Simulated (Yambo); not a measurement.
ZnSnO3 (space group R3c, No. 161), G0W0@PBEsol in Yambo with this input:

```
rim_cut
gw0
dyson
el_el_corr
HF_and_locXC
ppa
em1d
RandQpts= 1000000
RandGvec= 1 Ry
EXXRLvcs= 84 Ry
VXCRLvcs= 336 Ry
Chimod= "HARTREE"
% BndsRnXp
 9 | 200 |
%
NGsBlkXp= 7 Ry
% LongDrXp
 1.0 | 1.0 | 1.0 |
%
PPAPntXp= 27.2114 eV
% GbndRnge
 1 | 200 |
%
GTermKind= "BG"
DysSolver= "n"
ExtendOut
```

On a 2×2×2 mesh, with wavefunctions cut at 84 Ry, the gap (Γ → Γ) is 2.041 eV and the valence edge shifts by -0.625 eV.

### Question
What happens with this change: 110 bands in W?

### Answer
The gap rises by 0.225 eV, to 2.266 eV; the shift of the valence edge becomes -0.575 eV. Neither run is shown to be the converged limit.

The standard potential for Sn keeps a d shell in the valence without the s and p states of that shell. In tests on such compounds this moved G0W0 gaps by up to about 0.9 eV, so absolute quasiparticle energies here are unreliable; differences between settings are what counts.

Spin-orbit coupling is not included.

Geometry of the Materials Project entry, not relaxed at this level; primitive cell a = 5.659 Å, b = 5.659 Å, c = 5.659 Å, α = 56.43°, β = 56.43°, γ = 56.43°.

The structure is a Materials Project entry; no match was found in the copy of COD used, and its stability was not checked.

A shift is the quasiparticle energy of the state minus its PBEsol energy.
